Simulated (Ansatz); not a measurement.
## Which magnetic order does Ni (Fm-3m) prefer in this cell?

The source of the geometry is a structure as deposited in COD, repeated to hold the magnetic orders; atoms and cell stay fixed.

The runs share LDA, 12×12×9 k mesh, Fermi–Dirac smearing of 0.1 eV. PAW means Ansatz 0.2.0 on its default frozen-core files; LAPW is all-electron LAPW in Ansatz 0.2.0. Site moments are integrated in spheres about the atoms, whose radii differ between the methods.

The first input and its command:

```yaml
crystal:
  lattice:
    - [0.0, -1.761935, 1.761935]
    - [0.0, 1.761935, 1.761935]
    - [-3.52387, 0.0, 0.0]
  atoms:
    - { symbol: Ni, position: [0.0, 0.0, 0.0], spin: 1.5 }
    - { symbol: Ni, position: [0.5, 0.5, 0.5], spin: 1.5 }
magnetization:
  spin_polarized: true
kpoints:
  mp_grid: { grid: [12, 12, 9] }
scf:
  occupations: { method: fermi_dirac, width: 0.1 }
  lower_state_search: "off"
hamiltonian:
  xc: lda
  pseudopotentials: { kind: paw }
output:
  forces: true
  stress: true
  eigenvalues: true
  populations: true
```

Command: `ansatz run input.yaml --threads 1 --pin off --max-ram 3072MiB --backend cpu --events-out ev --progress --plain --runs-dir out`

The input for «start Ni1↑ Ni2↓» by LAPW differs from it in these lines, output keys apart:

```diff
-    - { symbol: Ni, position: [0.5, 0.5, 0.5], spin: 1.5 }
+    - { symbol: Ni, position: [0.5, 0.5, 0.5], spin: -1.5 }
-  pseudopotentials: { kind: paw }
+  pseudopotentials: { kind: all_electron, lapw: { basis_error: 0.0005 } }
```

Energies count from the run that starts all moments parallel. Patterns list the atoms that start with 0.5 μB or more.

```json
{"start": "Ni1↑, Ni2↑", "ΔF PAW (meV/atom)": "0.0", "ΔF LAPW (meV/atom)": "0.0", "largest moment, PAW (μB)": "0.63", "M, PAW (μB/cell)": "1.21", "order at the end, PAW": "kept", "P, PAW (GPa)": "-17.5"}
{"start": "Ni1↑, Ni2↓", "ΔF PAW (meV/atom)": "+24.3", "ΔF LAPW (meV/atom)": "+24.2", "largest moment, PAW (μB)": "0.00", "M, PAW (μB/cell)": "0.00", "order at the end, PAW": "moments lost", "P, PAW (GPa)": "-18.4"}
{"start": "no spin polarisation", "ΔF PAW (meV/atom)": "+24.3", "ΔF LAPW (meV/atom)": "–", "largest moment, PAW (μB)": "0.00", "M, PAW (μB/cell)": "0.00", "order at the end, PAW": "–", "P, PAW (GPa)": "-18.4"}
```

The lowest of these ends as follows. Site moments (μB): Ni1 0.63, Ni2 0.63. Cell moment 1.21 μB. Orders of other supercells weren't tried and can lie lower.

The PAW files were made with PBE; the program remakes their cores once for the run's functional and then keeps them frozen. The Ansatz runs typed with the search for lower states off end where their start leads. The magnetic state is the one that this cell and start allow. It needn't be the compound's measured order, which may need a larger cell or be absent.
